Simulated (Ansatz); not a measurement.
Mg4Te3S:
Space group Pmm2 (No. 25); a = 4.428 Å, b = 8.918 Å, c = 6.202 Å, α = β = γ = 90.00°

```
atom  site  symmetry       x       y       z
----  ----  --------  ------  ------  ------
Mg      2g       m..  0.0000  0.2737  0.9817
Mg      1c       mm2  0.5000  0.0000  0.4851
Mg      1d       mm2  0.5000  0.5000  0.5462
Te      2h       m..  0.5000  0.2642  0.2511
Te      1a       mm2  0.0000  0.0000  0.7546
S       1b       mm2  0.0000  0.5000  0.7485
```

Relaxed with r²SCAN.

Problem. Tabulate the valence density and the electron localisation function along the shortest Mg–S contact (2.48 Å), plane-wave PAW r²SCAN (Ansatz code).

Solution. 

```csv
distance from Mg (Å),density (e/Å³),ELF
0.25,20.06,0.29
0.37,11.05,0.40
0.50,4.54,0.42
0.62,1.38,0.30
0.74,0.40,0.12
0.87,0.23,0.06
0.99,0.23,0.17
1.12,0.28,0.57
1.24,0.36,0.83
1.37,0.48,0.89
1.49,0.65,0.90
1.61,0.85,0.91
1.74,1.07,0.89
1.86,1.20,0.83
1.99,1.15,0.68
2.11,0.87,0.36
2.23,0.46,0.07
```

The density is the valence pseudo-density with augmentation charge, so density and ELF within about 1 Å of a nucleus are not all-electron values.

The workflow started from a Materials Project entry (that database holds measured and hypothetical structures alike); the Crystallography Open Database copy checked does not list it. Its standing as an ambient phase is unchecked. Symmetry was held in the r²SCAN relaxation; whether a distortion lowers the energy is not shown. Spin–orbit coupling is left out wherever it is not named.

Potentials: the later of the program's two PAW sets.
